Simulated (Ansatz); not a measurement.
YZn5:
```
CELL_PARAMETERS angstrom
      5.26781     0.00000     0.00000
     -2.63391     4.56206     0.00000
      0.00000     0.00000     4.13127
ATOMIC_POSITIONS crystal
  Zn 0.50000 0.00000 0.50000
  Zn 0.50000 0.50000 0.50000
  Zn 0.00000 0.50000 0.50000
  Zn 0.33333 0.66667 0.00000
  Zn 0.66667 0.33333 0.00000
  Y  0.00000 0.00000 0.00000
```

Relaxed with r²SCAN.

Q: Give the Bader charges and basin volumes of the independent atoms, plane-wave PAW r²SCAN (Ansatz code).

A: 

| atom | Bader charge (e) | Bader volume (Å³) |
|---|---|---|
| Zn1 | -0.35 | 17.0 |
| Zn4 | -0.30 | 15.8 |
| Y6 | +1.64 | 16.6 |

Space group P6/mmm. The workflow started from an entry of the Crystallography Open Database (COD). Its standing as an ambient phase is unchecked. Symmetry was held in the r²SCAN relaxation; whether a distortion lowers the energy is not shown. No spin polarisation was allowed.

Potentials: the later of the program's two PAW sets.
